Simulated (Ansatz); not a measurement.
A geometry of Sr away from equilibrium: the start of the relaxation of a relaxed Sr cell, doubled along one cell vector, shaken by Gaussian noise of σ = 0.08 Å a coordinate. Calculation: r2SCAN (plane waves to 500 eV, PAW, scalar-relativistic; Ansatz, an electronic-structure program). Γ-centred k-mesh 9×5×9 on the run's cell (coarser than for final values), Fermi–Dirac smearing 0.05 eV.

```xyz
2
Lattice="0.0000 3.0501 3.0501 6.1002 0.0000 6.1002 3.0501 3.0501 0.0000" Properties=species:S:1:pos:R:3 pbc="T T T"
Sr     0.1326     0.0317     0.0130
Sr     2.9097     0.1040     3.1060
```

Question: Give the Cartesian forces on all atoms (eV/Å).

Answer: 
```
atom     Fx     Fy     Fz
----  -----  -----  -----
Sr1   -0.21   0.15  -0.11
Sr2    0.21  -0.15   0.11
```

Question: What is the pressure?

Answer: +0.1 GPa, compression positive.

No spin polarisation in the result.

The run could not lose the symmetry of its start: the end is stationary, and may be a saddle point rather than a minimum.

The end of the path is a generated cell of Sr: the first start was made by placing the elements on the sites of a structure type, and the end was not matched to a known phase here, so it may be hypothetical. Known forms of Sr include space group No. 225.
